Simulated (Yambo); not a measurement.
# Convergence of the G0W0 gap of MgO

G0W0@LDA for MgO (rock salt, space group Fm-3m, No. 225) in Yambo. Reference settings: 6×6×6 Γ-centred k mesh, bands 2 to 71 and a 14 Ry block in the screening, 71 bands in G with the Bruneval-Gonze terminator, plasmon pole fitted at 27.2 eV. The LDA gap Γ → Γ on this mesh is 5.07 eV; G0W0 gaps are taken between the same points.

| change from the reference | G0W0 gap Γ → Γ (eV) | shift of the valence edge (eV) | rough Yambo cost |
|---|---|---|---|
| reference settings | 7.88 | -1.55 | 1 |
| 15 bands in W, 15 bands in G | 8.12 | -1.22 | about 1/5 |
| 25 bands in W, 25 bands in G | 7.94 | -1.38 | about 1/3 |
| wavefunctions cut at 20 Ry | 7.81 | -1.31 | about 1/2 |
| exchange cut at 20 Ry | 7.78 | -1.13 | – |
| 15 bands in W, 15 bands in G, 11 Ry block | 8.06 | -1.18 | about 1/6 |
| 25 bands in W, 25 bands in G, 5 Ry block | 7.56 | -1.16 | about 1/4 |
| 25 bands in W, 25 bands in G, 11 Ry block | 7.87 | -1.33 | about 1/3 |
| 39 bands in W, 39 bands in G, 2 Ry block | 7.42 | -1.21 | about 1/3 |
| 39 bands in W, 39 bands in G, 5 Ry block | 7.46 | -1.21 | about 1/3 |
| 54 bands in W, 54 bands in G, 11 Ry block | 7.81 | -1.46 | within a factor of two |
| 5 Ry block | 7.42 | -1.24 | within a factor of two |
| 39 bands in W, 39 bands in G, 5 Ry block, no terminator | 7.43 | -1.10 | about 1/3 |
| 54 bands in W, 54 bands in G, 5 Ry block, no terminator | 7.41 | -1.17 | within a factor of two |
| no terminator | 7.78 | -1.36 | within a factor of two |

The reference isn't shown to be the converged limit. Costs are rough (shared machines), scaled to the same edge states, and given only for runs that recompute the screening.

Geometry relaxed with LDA; primitive cell a = 2.941 Å, b = 2.941 Å, c = 2.941 Å, α = 60.00°, β = 60.00°, γ = 60.00°.

A shift is the quasiparticle energy of the state minus its LDA energy.
